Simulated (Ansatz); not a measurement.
A distorted cell of Bi₂Se₃ (Bi2Te3 type, space group R-3m):

```xyz
5
Lattice="2.0407 1.1782 9.2219 -2.0407 1.1782 9.2219 0.0000 -2.3564 9.2219" Properties=species:S:1:pos:R:3 pbc="T T T"
Bi     0.0000     0.0000    11.4042
Bi     0.0000     0.0000    16.5481
Se     0.0000     0.0000     0.0000
Se     0.0000     0.0000     5.7494
Se     0.0000     0.0000    21.9163
```

Calculation: PBEsol-D3(BJ) (plane waves to 420 eV, PAW, scalar-relativistic; Ansatz, a program for electronic structure). k mesh 8×8×8 (Γ-centred), Fermi-Dirac smearing 0.05 eV. The energy includes the smearing's −TS. Compression counts positive. With partly filled bands, energies and forces of such displacements shift with the k mesh and the smearing. At this level the bands of Bi2Se3 touch or barely overlap; measurements give the solid a gap. Bi2Se3 was relaxed with its symmetry unable to fall. Spin-orbit coupling is left out, though Bi is heavy.

What forces act on the atoms (eV/Å, Cartesian)?


| atom | Fx | Fy | Fz |
|---|---|---|---|
| Bi1 | 0.000 | 0.000 | -2.513 |
| Bi2 | 0.000 | 0.000 | 0.547 |
| Se3 | 0.000 | 0.000 | 0.367 |
| Se4 | 0.000 | 0.000 | -0.118 |
| Se5 | 0.000 | 0.000 | 1.717 |

What is the stress tensor (GPa)?


```
    2.5      0.0      0.0
    0.0      2.5      0.0
    0.0      0.0      0.5
```
The pressure, a third of the trace, is 1.8 GPa.

In it atom 1 sits (0.000, 0.000, 0.287) Å away from its relaxed site. What is its energy relative to the relaxed cell?

369 meV/cell.

(For displaced atoms, the force is minus the slope of the energy, and its curvature is a force constant, which sets phonon frequencies.)
